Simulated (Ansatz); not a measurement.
# SbRh3: what symmetry allows forces and stress to be

```
CELL_PARAMETERS angstrom
4.00519 0.00000 0.00000
0.00000 3.76946 0.00000
0.00000 0.00000 4.00519
ATOMIC_POSITIONS crystal
Sb 0.00000 0.00000 0.00000
Rh 0.50000 0.41001 0.00000
Rh 0.50000 0.00000 0.50000
Rh 0.00000 0.58999 0.50000
```

Method: DFT PBEsol, scalar-relativistic, plane waves, PAW (Ansatz).

Plane waves to 420 eV, a k mesh through Γ of 10×10×10 on the computed 4-atom cell and Gaussian smearing (0.10 eV); no spin polarisation.

This distorted cell has space group P-4m2, with 8 operations.

Question: Without a calculation: in which directions can each atom feel a force?

Answer: A force must be left unchanged by every operation that keeps its atom in place, so it lies in the space that those operations leave fixed. Atoms that the group maps onto each other feel forces of one size.
```json
{"atom": "Sb1", "site symmetry": "-4m2", "operations at the site": "8", "equivalent to atom": "1", "allowed force (Cartesian)": "none"}
{"atom": "Rh2", "site symmetry": "2mm.", "operations at the site": "4", "equivalent to atom": "2", "allowed force (Cartesian)": "along (0.00, 1.00, 0.00)"}
{"atom": "Rh3", "site symmetry": "-4m2", "operations at the site": "8", "equivalent to atom": "3", "allowed force (Cartesian)": "none"}
{"atom": "Rh4", "site symmetry": "2mm.", "operations at the site": "4", "equivalent to atom": "2", "allowed force (Cartesian)": "along (0.00, 1.00, 0.00)"}
```

That leaves 1 independent force component of 12. A relaxation in this cell that keeps the symmetry moves the atoms in these directions alone.

Question: And the stress tensor?

Answer: It must be invariant under the point group, which leaves 2 independent components: yz, xz, xy vanish; xx = zz.

Question: Do the computed values obey this?

Answer: Yes. Forces (eV/Å):
```
Sb1  0.000  0.000  0.000
Rh2  0.000  2.517  0.000
Rh3  0.000  0.000  0.000
Rh4  0.000 -2.517  0.000
```

Stress (GPa, compression positive, xx yy zz yz xz xy): 8.22 9.73 8.22 0.00 0.00 0.00. The program imposes the same operations on density, forces and stress, so this confirms the analysis and is no independent test of the calculation.